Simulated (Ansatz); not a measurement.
As: from a starting cell to a relaxed one

The start is a generated cell, As built in the AFLOW prototype A_oF8_70_a. The structure is fully relaxed (lattice and positions, P = 0) with PBEsol (plane waves to 420 eV, PAW, scalar-relativistic; Ansatz, a quantum-chemistry and plane-wave program). The first steps use a coarse 9×9×9 k-mesh.

Input geometry:
```
CELL_PARAMETERS angstrom
      0.00000     2.75918     4.86092
      1.51094     0.00000     4.86092
      1.51094     2.75918     0.00000
ATOMIC_POSITIONS crystal
  As 0.25000 0.25000 0.25000
  As 0.00000 0.00000 0.00000
```

- Energy released = 0.28 eV/atom
- Volume change = -4.4 %, from 20.27 to 19.38 Å³/atom
- Shortest distances (start → end) = The closest pairs of elements (up to four, under 3.6 Å), start → end: As–As 2.90 → 2.73 Å
- Band gap at the end = no gap (metallic)
- Optimiser moves = 25

It ends as:

Space group I4₁/amd, origin choice 1 (No. 141); a = 5.2711 Å, b = 5.2711 Å, c = 2.7897 Å, α = 90.00°, β = 90.00°, γ = 90.00°

| atom | site | symmetry | x | y | z |
|---|---|---|---|---|---|
| As | 4a | -4m2 | 0.0000 | 0.0000 | 0.0000 |
(The calculation used a cell of 2 atoms; values per cell refer to that cell.)

Final values are on a 19×19×19 k-mesh of the relaxed cell. No spin polarisation in the result.

The run could not lose the symmetry of its start, so the end can be a saddle point.

All atoms sit on sites fixed by symmetry, so only the cell could relax.

The relaxed structure here is a generated cell of As: the first start was made by placing the elements on the sites of a structure type, and the end was not matched to a known phase here, so it may be hypothetical. Known forms of As include space group No. 166.
